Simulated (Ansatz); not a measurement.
Relaxing W$_{12}$S$_{23}$

These are results of Ansatz, DFT LDA, scalar-relativistic, plane waves, PAW, not measurements. Run with 420 eV cutoff, 2×2×2 k-mesh, shifted by half a step, Gaussian smearing of 0.01 eV, collinear spin.

What was changed: S vacancy (site f), charge -1, atoms relaxed at the host's cell.

Spin-orbit coupling is left out, which matters for the bands and energies of heavy elements. The starting moments were lost, and the run ended without a moment.

In a supercell of 35 atoms the defect feels its periodic images.

Command:

```bash
ansatz run input.yaml --threads 4 --pin off --max-ram 8192MiB --backend cpu --events-out ev --progress --plain --runs-dir out
```

Input:

```yaml
crystal:
  lattice:
    - [-3.1267848811, 5.4157502672, 0.0]
    - [7.8169621882, 2.7078751421, 0.0]
    - [0.0, 0.0, -12.1626992007]
  atoms:
    - { symbol: W, position: [0.2780347837, 0.1115548381, 0.7504200278] }
    - { symbol: W, position: [0.7780223753, 0.1115542397, 0.7501074001] }
    - { symbol: W, position: [0.6113679868, 0.4449202204, 0.7497852779] }
    - { symbol: W, position: [0.1113854973, 0.4448955455, 0.7498134636] }
    - { symbol: W, position: [0.4447500223, 0.7782587566, 0.7497806878] }
    - { symbol: W, position: [0.9446938529, 0.778258953, 0.7497774615] }
    - { symbol: W, position: [0.063215596, 0.222031604, 0.2516192835], spin: 0.333 }
    - { symbol: W, position: [0.5488540178, 0.2199560819, 0.2505179339], spin: 0.333 }
    - { symbol: W, position: [0.3879281827, 0.5537668958, 0.2521829663] }
    - { symbol: W, position: [0.8894090844, 0.5545555295, 0.2539599409] }
    - { symbol: W, position: [0.2242747345, 0.8980055181, 0.2482724881], spin: 0.333 }
    - { symbol: W, position: [0.7232900627, 0.8919585735, 0.250135422] }
    - { symbol: S, position: [0.7776098995, 0.1115852047, 0.3775166871] }
    - { symbol: S, position: [0.604395048, 0.4384323307, 0.3804443671] }
    - { symbol: S, position: [0.1148866222, 0.4370376969, 0.3802962683] }
    - { symbol: S, position: [0.4427566274, 0.7849311071, 0.3776611462] }
    - { symbol: S, position: [0.9501833304, 0.7858389444, 0.37839195] }
    - { symbol: S, position: [0.0557647705, 0.2231156144, 0.8786579573] }
    - { symbol: S, position: [0.5561829761, 0.2231612977, 0.8786394967] }
    - { symbol: S, position: [0.3892627299, 0.5562619847, 0.8783367938] }
    - { symbol: S, position: [0.8892327016, 0.5561735043, 0.8783111853] }
    - { symbol: S, position: [0.2224875525, 0.8891417031, 0.8785562614] }
    - { symbol: S, position: [0.7225581321, 0.8892470611, 0.8784493018] }
    - { symbol: S, position: [0.2783398156, 0.1125731736, 0.1181031427] }
    - { symbol: S, position: [0.7787947867, 0.1156409739, 0.1223480504] }
    - { symbol: S, position: [0.6122886476, 0.4425730777, 0.1243306593] }
    - { symbol: S, position: [0.108486634, 0.4420109144, 0.1243909748] }
    - { symbol: S, position: [0.4413536631, 0.7775552069, 0.1230003633] }
    - { symbol: S, position: [0.9475526573, 0.7767123191, 0.1235242353] }
    - { symbol: S, position: [0.0560730527, 0.2225023907, 0.6217063898] }
    - { symbol: S, position: [0.5555890719, 0.2225699707, 0.6217005454] }
    - { symbol: S, position: [0.3892193549, 0.5561890259, 0.6212365084] }
    - { symbol: S, position: [0.8892933457, 0.5561750497, 0.621191612] }
    - { symbol: S, position: [0.2227162637, 0.890004394, 0.621631148] }
    - { symbol: S, position: [0.72270796, 0.889887703, 0.6212791249] }
  host:
    lattice:
      - [3.1267848763, 2.8e-09, 0.0]
      - [-1.5633924406, 2.7078751336, 0.0]
      - [0.0, 0.0, 12.1626992007]
    atoms:
      - { symbol: W, position: [0.3333333333, 0.6666666667, 0.25] }
      - { symbol: W, position: [0.6666666667, 0.3333333333, 0.75] }
      - { symbol: S, position: [0.3333333333, 0.6666666667, 0.6215753695] }
      - { symbol: S, position: [0.6666666667, 0.3333333333, 0.1215753695] }
      - { symbol: S, position: [0.3333333333, 0.6666666667, 0.8784246305] }
      - { symbol: S, position: [0.6666666667, 0.3333333333, 0.3784246305] }
total_charge: -1
basis:
  ecutwfc: 420
  xc_grid: 2
kpoints:
  mp_grid: { grid: [2, 2, 2], shift: [0.5, 0.5, 0.5] }
hamiltonian:
  xc: lda
scf:
  occupations: { method: gaussian, width: 0.01 }
output:
  forces: true
  stress: false
  eigenvalues: true
  populations: true
  charged_corrections:
    defect_position: [0.27777778, 0.11111111, 0.37842463]
    epsilon: [[14.1494, 0.0, 0.0], [0.0, 14.1494, 0.0], [0.0, 0.0, 6.8105]]
  write_density: true
  write_potential: true
  elf: true
  volumetric_format: npy
magnetization:
  spin_polarized: true
relax:
  adjacent_minimum: "off"
  f_tol: 0.025
  max_steps: 45
```

F is the free energy.

Steps:

```
step F − F(1) (eV) largest force component (eV/Å)
   1         0.0000                           0.886
   2        -0.0278                           0.314
   3        -0.0406                           0.087
   4        -0.0407                           0.083
   5        -0.0330                           0.145
   6        -0.0432                           0.098
   7        -0.0435                           0.062
   8        -0.0443                           0.012
   9        -0.0443                           0.012
```

Relaxed structure:

```xyz
35
Lattice="-3.1268 5.4158 0.0000 7.8170 2.7079 0.0000 0.0000 0.0000 -12.1627" Properties=species:S:1:pos:R:3 pbc="T T T"
W     0.0018    1.8096   -9.1291
W    -1.5644    4.5170   -9.1253
W     1.5656    4.5187   -9.1211
W     3.1264    1.8105   -9.1227
W     4.6908    4.5190   -9.1214
W     3.1287    7.2256   -9.1210
W     1.5353    0.9111   -3.0188
W    -0.0219    3.5605   -3.0362
W     3.1235    3.5896   -3.0666
W     1.5688    6.3196   -3.0822
W     6.3022    3.6509   -3.0292
W     4.7129    6.3441   -3.0425
S    -1.5647    4.5201   -4.6048
S     1.5367    4.4608   -4.6195
S     3.0690    1.7916   -4.6229
S     4.7430    4.5328   -4.5984
S     3.1689    7.2757   -4.6116
S     1.5672    0.9078  -10.6921
S     0.0052    3.6180  -10.6921
S     3.1289    3.6166  -10.6880
S     1.5664    6.3234  -10.6892
S     6.2551    3.6142  -10.6908
S     4.6889    6.3226  -10.6895
S     0.0120    1.8088   -1.4503
S    -1.5238    4.5273   -1.4760
S     1.5564    4.5054   -1.5185
S     3.1415    1.7859   -1.5012
S     4.6980    4.5003   -1.4967
S     3.1163    7.2416   -1.5001
S     1.5630    0.9077   -7.5601
S     0.0021    3.6136   -7.5609
S     3.1283    3.6149   -7.5548
S     1.5648    6.3244   -7.5534
S     6.2599    3.6181   -7.5594
S     4.6939    6.3250   -7.5557
```

The run converged. Time: 3.9 min on 4 threads of Intel(R) Xeon(R) Platinum 8488C (Sapphire Rapids), with other jobs on the host, peak memory 2.6 GiB.